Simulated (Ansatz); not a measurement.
According to DFT-r²SCAN+D4 in the program Ansatz with PAW potentials, SiTe in the tetragonal phase (P4/nmm; Si on 2c, Te on 2a) relaxes to a = 5.081 Å, c = 4.220 Å. Its formation energy from the elements is 0.54 eV/atom, with no fitted shifts.

Electronic character: metallic (no gap). Gap from r²SCAN+D4 with spin–orbit coupling: none (metallic).

Bader charges are Si +0.42, Te -0.42 e.

The start of the workflow was typed in or built on a structure type; neither database checked (COD, Materials Project) lists it. Whether it is the stable phase at ambient conditions was not checked. The cell was relaxed with r²SCAN+D4 under the symmetry of its start; its stability against distortions is not shown here. Its formation energy is positive at this level, so the cell may be metastable or incomplete. The references are the lowest solids computed at this level, not always the standard phases. Scalar-relativistic: spin–orbit coupling is off unless named, which matters more the heavier the elements.

Potentials: the earlier of the program's two PAW sets.
